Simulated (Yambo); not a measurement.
Input:

```
CELL_PARAMETERS angstrom
      3.76950     0.00000     0.00000
      0.00000     3.76950     0.00000
      0.00000     0.00000     3.76950
ATOMIC_POSITIONS crystal
  Cl 0.50000 0.50000 0.50000
  Rb 0.00000 0.00000 0.00000
```

Workflow: PBEsol (pw.x of Quantum ESPRESSO, ONCV potentials, scalar-relativistic), then G0W0 in Yambo (4×4×4 Γ-centred k mesh, 134 bands and a 10 Ry block in the screening, 134 bands in G with the Bruneval-Gonze terminator, plasmon pole fitted at 27.2 eV).

Give the PBEsol and G0W0 gaps between the band edges found on this mesh, and say where the edges lie.

Edges: M → Γ. PBEsol: 5.40 eV; G0W0: 8.28 eV. Convergence of the G0W0 settings was not tested. 

Geometry strained from the cell relaxed with PBEsol, atoms relaxed again.

This is not the ordinary phase of the substance.
